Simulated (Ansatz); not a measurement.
CdTe:
```xyz
2
Lattice="0.0000 2.9651 2.9651 2.9651 0.0000 2.9651 2.9651 2.9651 0.0000" Properties=species:S:1:pos:R:3 pbc="T T T"
Cd     0.0000     0.0000     0.0000
Te     2.9651     2.9651     2.9651
```

Relaxed with LDA. Special points in fractions of this cell's reciprocal vectors: Γ (0.000, 0.000, 0.000); X (0.500, 0.000, 0.500); U (0.625, 0.250, 0.625); K (0.375, 0.375, 0.750); L (0.500, 0.500, 0.500); W (0.500, 0.250, 0.750).

Problem. List the band energies nearest the Fermi level at these points for DFT-LDA in the program Ansatz with PAW potentials.

Solution. In eV from the Fermi level; about four levels below and three above (degenerate sets whole), none deeper than 8.9 eV; points with the same levels are listed once.

```
k                                below                above
-  -----------------------------------  -------------------
Γ  -8.36 -8.36 -8.36 -0.53 -0.53 -0.53  0.59 7.30 7.30 7.30
X              -4.60 -2.34 -2.34 -1.44       4.18 9.58 9.58
U              -7.68 -4.24 -4.05 -1.63       0.68 5.59 7.24
L              -8.50 -8.25 -8.25 -5.62       0.05 0.05 2.64
W              -7.59 -3.75 -3.60 -3.60  2.58 4.80 6.77 6.77
```

Space group Fm-3m (rock salt). This is a known high-pressure phase of the composition, computed here at zero pressure and temperature. Symmetry was held in the LDA relaxation; of distortions, only those at the zone centre were tested. Spin–orbit coupling is left out wherever it is not named.

Potentials: the earlier of the program's two PAW sets.
